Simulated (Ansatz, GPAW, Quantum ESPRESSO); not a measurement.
## ScNb: 3 runs at one level of theory

```
Nb Sc
1.0
     3.06564    0.00000    0.00000
    -1.53282    2.65493    0.00000
     0.00000    0.00000    5.07219
Nb Sc
1 1
Direct
  0.33333 0.66667 0.50000
  0.00000 0.00000 0.00000
```

The cell comes from a database or a generator and needn't be the stable form of this composition.

Alike in all runs: task single point; functional PBE; k mesh 10 × 10 × 5; occupations fermi-dirac, width 0.05 eV; no spin polarisation; no spin-orbit coupling. Pressure is positive in compression and, in plane waves, holds the error of the finite cutoff, which Ansatz's Pulay term estimates and takes out.

```csv
program and potentials,plane-wave cutoff (eV),notes,pressure (GPa)
"Ansatz, Ansatz PAW",420,Pulay term of +0.03 GPa included,-0.15
"Quantum ESPRESSO, SSSP 1.3 efficiency PBE",816,-,-0.12
"GPAW, GPAW PAW data sets (gpaw-data 1.2.1)",600,-,-0.43
```

The pressure spans -0.43 (GPAW, GPAW PAW data sets (gpaw-data 1.2.1)) to -0.12 GPa (Quantum ESPRESSO, SSSP 1.3 efficiency PBE).

The functional is the same throughout but for its coding, so the spread measures potentials, basis and numerics; runs on potential files found faulty are left out.
